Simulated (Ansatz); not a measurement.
**An inverse problem**

Cell vectors (Å):

```
 2.8664  0.0000  0.0000
-1.4332  2.4824  0.0000
 0.0000  0.0000  4.6935
```

```json
{"atom": "X", "a": "0.3333", "b": "0.6667", "c": "0.2500"}
{"atom": "X", "a": "0.6667", "b": "0.3333", "c": "0.7500"}
```

The calculation used PBEsol, all-electron LAPW in Ansatz 0.2.0, scalar-relativistic. k mesh 18×18×10, strains of ±0.008, Fermi-Dirac smearing of 0.080 eV.

Elastic constants of a crystal by Kohn-Sham DFT: slopes of the stress over finite engineering strains of the given cell, Voigt indices, Cartesian axes as in the cell vectors.

| index | elastic (GPa) |
| --- | --- |
| 11 | 165.2 |
| 12 | 108.5 |
| 13 | 80.3 |
| 33 | 189.8 |
| 44 | 23.6 |

Question: All X atoms are one element. Which one was computed?

Answer: Ag; the crystal is Ag (P6_3/mmc, a database entry that needn't be its stable phase).

Keep in mind: responses of metals move with mesh and smearing; elastic stability says nothing of phonons or of other phases.
